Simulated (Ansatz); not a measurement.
ZrAg:
```
ZrAg
1.0
    0.00000     2.79219     2.79219
    2.79219     0.00000     2.79219
    2.79219     2.79219     0.00000
Ag Zr
1 1
Direct
  0.00000   0.00000   0.00000
  0.50000   0.50000   0.50000
```

Relaxed with PBEsol. Special points in fractions of this cell's reciprocal vectors: Γ (0.000, 0.000, 0.000); X (0.500, 0.000, 0.500); U (0.625, 0.250, 0.625); K (0.375, 0.375, 0.750); L (0.500, 0.500, 0.500); W (0.500, 0.250, 0.750).

Question: List the band energies nearest the Fermi level at these points for PBEsol (plane waves, PAW; program Ansatz).

Answer: In eV from the Fermi level; about four levels below and three above (degenerate sets whole), none deeper than 8.9 eV; points with the same levels are listed once.

```
k                          below           above
-  -----------------------------  --------------
Γ  -6.04 -6.04 -5.68 -5.68 -5.68  1.45 1.45 1.45
X        -4.91 -4.91 -3.58 -0.62  0.57 2.58 2.58
U        -4.99 -3.09 -0.62 -0.48  1.01 2.26 2.61
L        -3.11 -1.93 -0.42 -0.42  2.06 2.06 3.28
W        -2.87 -0.35 -0.35 -0.12  2.57 3.50 3.50
```

Space group Fm-3m (rock salt). The start of the workflow was typed in or built on a structure type; neither database checked (COD, Materials Project) lists it. COD files the formula under space group No. 129. Its standing as an ambient phase is unchecked. The PBEsol relaxation kept the symmetry of its start. At this level the phase is mechanically unstable. The run is not spin-polarised. Its formation energy is positive at this level, so the cell may be metastable or incomplete. Scalar-relativistic: spin–orbit coupling is off unless named, which matters more the heavier the elements.

Potentials: the earlier of the program's two PAW sets. The files were generated under PBE; for other functionals the program regenerates the frozen cores, and for LDA and PBEsol the local potential too.
